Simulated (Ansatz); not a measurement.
# WS₂ under strain: Quadrupolar parameters

The cell is a COD entry, relaxed with PBE at fixed cell and then changed (z compressed by 3 %, ions relaxed).

```xyz
6
Lattice="3.1532 0.0000 0.0000 -1.5766 2.7308 0.0000 0.0000 0.0000 11.9533" Properties=species:S:1:pos:R:3 pbc="T T T"
W     0.0000    1.8205    2.9883
W     1.5766    0.9103    8.9650
S     0.0000    1.8205    7.3936
S     1.5766    0.9103    1.4169
S     0.0000    1.8205   10.5364
S     1.5766    0.9103    4.5597
```

Atoms are numbered from 1 in the order listed; like atoms form one site, named after its first atom.

The numbers come from a DFT calculation in Ansatz (PBE, plane waves and PAW, scalar-relativistic, collinear spin, 420 eV cutoff, Γ-centred 16×16×4 k-points, Fermi–Dirac smearing 0.02 eV). Start moments as typed (μB): 2 on each W, none on the rest.

C_Q = eQV_zz/h, which is 24.18 MHz for Q = 1 b and V_zz = 10²¹ V/m²; η = (V_xx − V_yy)/V_zz. Directions are in the Cartesian axes of the cell vectors above, for the atom listed; none is given where the gradient is under 0.02 or η is above 0.95.

```
site  first atom                             first shell  V_zz (10²¹ V/m²)     η  direction of V_zz (x, y, z)
   W           1                           6 S at 2.40 Å            -17.43  0.00               0.00 0.00 1.00
   S           3  3 W at 2.40 Å; also 7 S at 3.14–3.15 Å             -4.25  0.00               0.00 0.00 1.00
```

An axis of threefold or higher order runs through W and S, so V_zz lies along it and η is zero.

Without spin–orbit coupling the gradients at and beside W can be off by some per cent, at some sites by more. At this changed cell the PBE pressure is 5 GPa. The start moments die out, and the run ends without spin.
